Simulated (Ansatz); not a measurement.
Sn:
Space group I4₁/amd, origin choice 1 (No. 141); a = b = 5.858 Å, c = 3.215 Å, α = β = γ = 90.00°

```csv
atom,site,symmetry,x,y,z
Sn,4a,-4m2,0.0000,0.0000,0.0000
```
(The calculation used a cell of 2 atoms; values per cell refer to that cell.)

Relaxed at zero pressure with r²SCAN (plane waves, PAW; program Ansatz).

Question: The volume is lowered by 9 % and shape and atoms relax at that volume. What pressure results, and how do the axes share the change?

Answer: 6.4 GPa; a -2.9 %, b -2.9 %, c -3.6 %; the energy rises by 45 meV/atom.

Question: Give the new structure.

Answer: 
Space group I4₁/amd, origin choice 1 (No. 141); a = 5.6906 Å, b = 5.6906 Å, c = 3.1002 Å, α = 90.00°, β = 90.00°, γ = 90.00°

| atom | site | symmetry | x | y | z |
|---|---|---|---|---|---|
| Sn | 4a | -4m2 | 0.0000 | 0.0000 | 0.0000 |

The phase is kept; no other phase was compared at this pressure.

Space group I4_1/amd (β-Sn type). The r²SCAN relaxation kept the symmetry of its start; of distortions, only those at the zone centre were tested. Axis ratios of metals converge slowly with the k-mesh, so a and c are less sure than the volume. Spin–orbit coupling is left out wherever it is not named.

Potentials: the later of the program's two PAW sets.
